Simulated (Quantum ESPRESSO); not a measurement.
C2Ge3Si3, a curve over one atom's position

Simulated, not a measurement. The program is pw.x of Quantum ESPRESSO 7.5 (plane-wave density functional theory). The cell is made up: 8 atoms on a zincblende/diamond lattice, with randomly drawn elements, strain and displacements, not relaxed. PseudoDojo standard norm-conserving files (v0.5 for PBE, v0.4.1 for LDA and PBEsol) set the functional; there is no spin polarisation, spin-orbit coupling or dispersion term, and the masses in the input are unused placeholders.

Seven runs move atom 8 (C, counted in the order of the input) along z and keep all else fixed.

Input of the run at -0.0084:

```
&control calculation='scf', pseudo_dir='./dojo.nc.sr.pbe.v0_5.standard.upf', outdir='./o', disk_io='low', tprnfor=.true., tstress=.true. /
&system ibrav=0, nat=8, ntyp=3, nbnd=41, ecutwfc=82.02448710, nosym=.true., tot_charge=0,
 occupations='smearing', smearing='fd', degauss=0.0073498644
/
&electrons conv_thr=7.350e-09, electron_maxstep=60, /
ATOMIC_SPECIES
C 1.0 C.upf
Ge 1.0 Ge.upf
Si 1.0 Si.upf
CELL_PARAMETERS angstrom
5.7354 0.0 0.0
0.0 5.7354 0.0
0.0 0.0 5.7354
ATOMIC_POSITIONS angstrom
C -0.0336 -0.085 0.106
Ge -0.0789 2.9038 2.8329
Si 2.8199 -0.0567 2.8704
Ge 2.9146 2.8329 0.0503
Si 1.5502 1.4757 1.379
Ge 1.2917 4.2824 4.285
Si 4.3178 1.4356 4.3077
C 4.1657 4.3127 1.3257
K_POINTS automatic
6 6 6 1 1 1
```

| shift of atom 8 along z (Å) | free energy less that of the input shown (eV) | Fx on atom 8 (eV/Å) | Fy on atom 8 (eV/Å) | Fz on atom 8 (eV/Å) | pressure (GPa) | iterations |
| --- | --- | --- | --- | --- | --- | --- |
| -0.1682 | 0.1464 | 0.635 | 0.390 | 1.132 | -12.94 | 11 |
| -0.1140 | 0.0890 | 0.548 | 0.299 | 0.988 | -13.03 | 12 |
| -0.0415 | 0.0246 | 0.436 | 0.191 | 0.788 | -13.13 | 11 |
| -0.0084 | 0.0000 | 0.387 | 0.146 | 0.696 | -13.16 | 11 |
| +0.0757 | -0.0486 | 0.266 | 0.046 | 0.460 | -13.20 | 11 |
| +0.1396 | -0.0722 | 0.179 | -0.016 | 0.281 | -13.19 | 11 |
| +0.1691 | -0.0793 | 0.141 | -0.041 | 0.200 | -13.18 | 11 |

A cubic fit gives dFz/dz = -2.80 eV/Å² at zero shift. Across the table the free energy follows the integral of the force to within 0.1 meV. A rerun of one of the cells at 1347 eV and a 8 x 8 x 8 mesh moved values by no more than 0.003 eV in energy, 0.03 GPa in stress and 0.005 eV/Å in force.